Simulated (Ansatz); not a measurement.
Au (hcp (Mg type), space group No. 194), a = b = 2.8943 Å, c = 4.7929 Å, α = β = 90.00°, γ = 120.00°.

Relaxed with r²SCAN+D4.

Q: Which orbitals make up the states near the Fermi level in r²SCAN+D4 in the plane-wave PAW code Ansatz?

A: Within 0.5 eV of the Fermi level: Au 6s 46 %, Au 5d 31 %, outside the projected shells 23 %. Projections are on Löwdin-orthogonalised atomic valence shells; empty p or d shells of many metals are not among them.

Q: Tabulate the density of states.

A: States/eV per cell of 2 atoms, in 0.25 eV bins, energy from the Fermi level.

```
E (eV)  total  Au 5d  Au 6s  Au 5p
------  -----  -----  -----  -----
-7.85    0.37   0.05   0.31   0.00
-7.60    0.50   0.12   0.38   0.00
-7.35    1.09   0.53   0.55   0.01
-7.10    2.27   1.52   0.74   0.01
-6.85    2.84   2.21   0.61   0.01
-6.60    3.22   2.68   0.52   0.01
-6.35    3.15   2.85   0.29   0.01
-6.10    3.17   2.96   0.19   0.01
-5.85    4.03   3.79   0.20   0.01
-5.60    3.40   3.26   0.11   0.01
-5.35    4.07   3.88   0.14   0.01
-5.10    3.22   3.08   0.11   0.00
-4.85    5.37   5.14   0.18   0.01
-4.60    4.71   4.49   0.16   0.01
-4.35    4.92   4.68   0.18   0.01
-4.10    4.91   4.65   0.18   0.01
-3.85    3.60   3.40   0.13   0.00
-3.60    3.32   3.14   0.12   0.00
-3.35    3.11   2.96   0.10   0.00
-3.10    3.03   2.91   0.07   0.00
-2.85    3.29   3.18   0.08   0.00
-2.60    4.37   4.25   0.09   0.00
-2.35    5.91   5.78   0.11   0.00
-2.10    4.54   4.40   0.12   0.00
-1.85    0.60   0.43   0.15   0.00
-1.60    0.53   0.34   0.17   0.00
-1.35    0.53   0.31   0.19   0.00
-1.10    0.52   0.26   0.21   0.00
-0.85    0.53   0.24   0.22   0.00
-0.60    0.53   0.22   0.24   0.00
-0.35    0.53   0.19   0.24   0.00
-0.10    0.57   0.18   0.26   0.00
0.15     0.57   0.16   0.26   0.00
0.40     0.56   0.14   0.26   0.00
0.65     0.51   0.12   0.24   0.00
0.90     0.51   0.11   0.24   0.00
1.15     0.49   0.09   0.23   0.00
1.40     0.50   0.09   0.23   0.00
1.65     0.57   0.09   0.28   0.00
1.90     0.56   0.08   0.28   0.00
2.15     0.53   0.07   0.26   0.00
2.40     0.51   0.06   0.25   0.00
2.65     0.49   0.05   0.25   0.00
2.90     0.51   0.05   0.28   0.00
3.15     0.51   0.05   0.28   0.00
3.40     0.46   0.04   0.25   0.00
3.65     0.41   0.03   0.23   0.00
3.90     0.42   0.03   0.25   0.00
4.15     0.72   0.06   0.50   0.00
4.40     0.68   0.05   0.38   0.00
4.65     0.67   0.04   0.29   0.00
```

Space group P6_3/mmc (hcp (Mg type)). The workflow started from an entry of the Crystallography Open Database (COD), which files this formula under 2 space groups. It is not the phase usual at ambient conditions (space group No. 225). The r²SCAN+D4 relaxation kept the symmetry of its start; whether a distortion lowers the energy is not shown. The pairwise dispersion correction was not fitted to metals. Axis ratios of metals converge slowly with the k-mesh, so a and c are less sure than the volume. Spin–orbit coupling is left out wherever it is not named.

Potentials: the later of the program's two PAW sets.
